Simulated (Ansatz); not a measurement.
# TiAl: energy along a strain

TiAl, P4/mmm, a = 2.795 Å, c = 4.039 Å. The structure is a COD entry; whether it is the stable form wasn't checked. Ansatz: PBEsol, PAW, 420 eV, Γ-centred 22×22×16 mesh on 2 atoms, Gaussian smearing 0.15 eV; no spin polarisation. Cell vectors (Å): 2.795 0.000 0.000; 0.000 2.795 0.000; 0.000 0.000 4.039. The cell is strained by x per cent times the pattern (1 0 0 0 0 0) in the order xx yy zz yz xz xy (engineering shears), with fractional coordinates held. y is the free energy over the start, V0 = 15.777 Å³/atom.

| x (%) | y (meV/atom) |
| --- | --- |
| -4.00 | ? |
| -3.00 | 9.77 |
| -2.00 | 4.25 |
| 0.00 | 0.00 |
| 1.00 | 0.95 |
| 3.00 | 8.33 |
| 4.00 | 14.52 |

Task: Fit y = c1 x + c2 x² + c3 x³ to the other rows, get the stiffness along the pattern, and predict the missing energy.

Result: Least squares on the rows shown. y = −0.032737 x + 1.0057 x² − 0.022623 x³. The clamped-ion stiffness p·C·p = 2 × 10.06 eV × 160.2 / 15.777 Å³ = 204 GPa, which is C11 in these axes; c1 is there for the stress left in the start, which by itself gives a slope of -0.03 meV/atom per %. At x = -4.00 the fit asked for gives 17.67 meV/atom. The run gave 17.77 meV/atom, so the fit is 0.10 meV/atom too low, a small miss on the scale of the series.

Cost: 7 runs of about 2.9 core-minutes in all, on Intel Xeon Platinum 8375C (Ice Lake) (shared hosts).